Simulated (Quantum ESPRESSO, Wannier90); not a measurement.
**Tight-binding from DFT: AlInSb2 (P-4m2)**

```
AlInSb2
1.0
    4.50617     0.00000     0.00000
    0.00000     4.50617     0.00000
    0.00000     0.00000     6.34882
Al In Sb
1 1 2
Direct
  0.00000   0.00000   0.00000
  0.50000   0.50000   0.50000
  0.00000   0.50000   0.23337
  0.50000   0.00000   0.76663
```

Cell from Materials Project (mp-1228890), symmetrised, no further relaxation. Not found in the COD (Crystallography Open Database) copy used; not checked further. Level: PBEsol, spinors with spin-orbit coupling; pw.x of Quantum ESPRESSO at 64 Ry with PseudoDojo potentials, 6×6×4 k-points, Wannier90. Density: 8×8×6 mesh, Gaussian smearing 0.01 Ry. With spin-orbit coupling a semilocal functional can close or falsely invert a small gap; the band order was not checked against a better method. The gap is small at this level and was sampled on the meshes and a path alone.

The plane-wave run has 82 bands and 46 electrons a cell. On the energy scale of pw.x, whose zero is arbitrary, the valence-band maximum lies at 6.96 eV.

Isolated groups of bands, relative to the valence-band maximum (bands from 47 on overlap up to the last one computed):

| bands | from (eV) | to (eV) | filling | weight on atomic waves |
|---|---|---|---|---|
| 1–8 | -29.33 | -29.32 | filled | Sb 4d 100 % |
| 9–20 | -28.09 | -28.07 | filled | Sb 4d 100 % |
| 21–24 | -15.14 | -15.10 | filled | In 4d 99 % |
| 25–30 | -14.33 | -14.24 | filled | In 4d 99 % |
| 31–34 | -10.85 | -8.92 | filled | Sb 5s 62 %, Al 3p 11 %, In 5p 10 % |
| 35–46 | -5.96 | 0.00 | filled | Sb 5p 57 %, Al 3p 12 %, In 5p 12 % |

Input w.win, without the blocks of cell, atoms and k-points (144 lines):

```
num_bands = 52
num_wann = 32
exclude_bands = 1-30
spinors = true
num_iter = 1000
conv_tol = 1.0e-6
conv_window = 4
dis_num_iter = 1000
dis_conv_tol = 1.0e-6
dis_froz_max = 8.62
write_hr = true
write_u_matrices = true
begin projections
f=-0.00099,-0.00528,0.00689: s;p
f=0.50638,0.50811,0.49710: s;p
f=0.00158,0.50280,0.24091: s;p
end projections
mp_grid = 6 6 4
```

**Question.** Check the input against the numbers above: what is wrong, and how is it mended?

**Answer.** wannier90.x -pp stops with:
```
w90_readwrite_get_projections: too few projection functions defined
```
The projections block defines fewer trial orbitals than num_wann. Mended as below, all else unchanged, the run goes through (Ω_I = 63.2 Å²) and follows the plane-wave bands to 6.2 meV rms (states up to 1.2 eV relative to the valence-band maximum).
```
f=0.48965,-0.00401,-0.23335: s;p
```
